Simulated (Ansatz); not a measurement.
**BaLaF$_{6}$: reading a single point**

```
Ba La F
1.0
     3.95908    5.85384    0.00000
     3.95908   -5.85384    0.00000
     0.00000    0.00000   -5.68116
Ba La F
2 2 12
Cartesian
  3.9591 -2.9269 -3.1724
  3.9591 2.9269 -2.5088
  1.9795 0.0000 0.0000
  5.9386 0.0000 0.0000
  3.9591 -0.8195 -4.8119
  3.9591 -5.0343 -4.8119
  3.9591 0.8195 -0.8692
  3.9591 5.0343 -0.8692
  6.3504 -1.4635 -4.2779
  5.5269 1.4635 -4.2779
  6.3504 1.4635 -1.4032
  5.5269 -1.4635 -1.4032
  1.5678 1.4635 -1.4032
  2.3913 -1.4635 -1.4032
  1.5678 -1.4635 -4.2779
  2.3913 1.4635 -4.2779
```

Single point in Ansatz 0.2.0 with PBE, no spin polarisation. Cutoff 420 eV, PAW datasets, 5×5×6 Γ-centred k mesh, fermi-dirac filling (width 0.0324 eV).

Describe some of the short contacts.

La–F at 2.07 Å: least valence density 0.79 e/Å³ and ELF 0.27 there. F–F at 2.39 Å: least valence density 0.18 e/Å³ and ELF 0.05 there. Ba–F at 2.67 Å: least valence density 0.20 e/Å³ and ELF 0.08 there. Both are smooth PAW fields, read partly inside the augmentation spheres.

Which element gives electrons and which takes them?

Bader charges in e: Ba +1.74, La +2.35, F -0.70 to -0.67. In the mean La gives up most and F takes most.

What happens at the Fermi level?

It is a metal, with about 17 states/eV a cell as the mean within 0.25 eV of the Fermi level, mostly F p (82 %) and La p (15 %).

Where is the largest force?

The largest is on F16 (and as large on other atoms): 3.96 eV/Å, components (0.80, 2.84, 2.64). It makes 179° with the line to a nearest neighbour, La3 at 2.07 Å, pointing away from it.

Origin: a known structure type with other elements, at an estimated volume, so it need not be a known compound. Caveats: many states at the Fermi level without spin polarisation, so a magnetic state may lie lower; atoms or cell far from equilibrium; f levels without a U or exact exchange are poorly placed.
